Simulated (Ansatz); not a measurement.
**Question.** Volume from PBE minus that from PBEsol (% of the latter), each on its own relaxed cell (Ansatz, an electronic-structure program, plane waves, PAW; no spin–orbit coupling, no Hubbard U), over 24 phases of the class «rare-earth compounds»: what sign and size do you expect?

**Answer.** Mean 4.4 %, median 4.3 %, mean absolute 4.4 %; eight in ten lie between 3.7 and 5.9 %, and 100 % are above zero.

Some cases that may be named, with their rank among the 24 from the lowest: LaB6, Pm-3m (La on 1a, B on 6f) 1.8 % (rank 1); La2WN4, I4/mmm (La on 4e, W on 2a, N on 4e, N on 4c) 2.9 % (rank 2); CeO2, fluorite 3.7 % (rank 4).

The phases are those computed here (of each formula those with measured values and the lowest at some level), not a balanced benchmark, and neither functional is the truth. Pairs that end in unlike spin orders or unlike minima (c/a over 6 % apart, 30 % for weakly bound crystals), magnets with 4f shells, solids of gases and phases set aside for tests are left out.

1 hold 4f electrons in the valence, where a lower state may exist.

With the 4f shell in the valence, where a lower state may exist: CeO2, fluorite. Typed or built starts, not in the databases checked: La2WN4, I4/mmm (La on 4e, W on 2a, N on 4e, N on 4c). Began spin-polarised and lost the moments: La2WN4, I4/mmm (La on 4e, W on 2a, N on 4e, N on 4c) with PBE; La2WN4, I4/mmm (La on 4e, W on 2a, N on 4e, N on 4c) with PBEsol; CeO2, fluorite with PBE. All cells were relaxed under the symmetry of their starts (and spin orders); stability against distortions was not tested throughout. Named crystals with no word on spin ran without spin polarisation. No Hubbard U is applied. Scalar-relativistic: spin–orbit coupling is off unless named, which matters more the heavier the elements.

Potentials: the later of the program's two PAW sets.

Ansatz is a plane-wave DFT program.
